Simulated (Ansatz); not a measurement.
TaAs in space group P-6m2 (No. 187; Ta on 1a, As on 1f) at seven volumes, PBE in the plane-wave PAW code Ansatz, shape and atoms relaxed at each. One row is withheld.

| V (Å³/atom) | P (GPa) |
|---|---|
| 15.999 | 19.33 |
| 16.527 | ? |
| 17.054 | 5.44 |
| 17.582 | 0.00 |
| 18.109 | -4.64 |
| 18.637 | -8.60 |
| 19.164 | -11.97 |

Fit the shown pressures and predict the withheld one.

P = (3/2)B₀(x^(7/2) − x^(5/2))[1 + (3/4)(B′ − 4)(x − 1)] with x = (V₀/V)^(2/3). Least squares on the six rows gives V₀ = 17.582 Å³/atom, B₀ = 167 GPa, B′ = 4.31. At V = 16.527, x = 1.0421 and P = 11.81 GPa. The run itself gave 11.83 GPa.

A made-up cell: these elements were put on the sites of a structure type; neither database checked (COD, Materials Project) lists it. It is not the phase usual at ambient conditions (space group No. 109). Symmetry was held in the PBE relaxation; its stability against distortions is not shown here. The run is not spin-polarised. Scalar-relativistic: spin–orbit coupling is off unless named, which matters more the heavier the elements.

Potentials: the later of the program's two PAW sets.
